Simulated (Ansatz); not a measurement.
CaO in space group P4/nmm (No. 129; Ca on 2c, O on 2a), PBE (plane waves, PAW; program Ansatz). The conduction-band minimum lies at Γ, with 1 equivalent valley. Second derivatives d²E/dk² of the lowest band at one valley (eV·Å²), along Cartesian directions:

```tsv
direction	d²E/dk²
[100]	17.74
[010]	17.74
[001]	19.27
[110]	17.74
[101]	18.50
[011]	18.50
```

Find the principal effective masses, the density-of-states mass and the conductivity mass.

Off-diagonal terms follow from H_xy = H[110] − (H_xx + H_yy)/2, and m*/mₑ = 7.620 eV·Å² over each eigenvalue: 0.40, 0.43, 0.43. One valley's DOS mass (m₁m₂m₃)^(1/3) = 0.42, conductivity mass 3/(Σ 1/mᵢ) = 0.42 mₑ.

What effective density of states Nc follows at 300 K for parabolic valleys?

Nc = 2.509e19 × 1 × (0.42)^(3/2) ≈ 6.8e18 cm⁻³.

The start of the workflow was typed in or built on a structure type; neither database checked (COD, Materials Project) lists it. It is not the phase usual at ambient conditions (space group No. 225). The PBE relaxation kept the symmetry of its start; whether a distortion lowers the energy is not shown.

Potentials: the earlier of the program's two PAW sets.

Edges and masses are those of Kohn–Sham bands, whose gap is no quasiparticle gap.
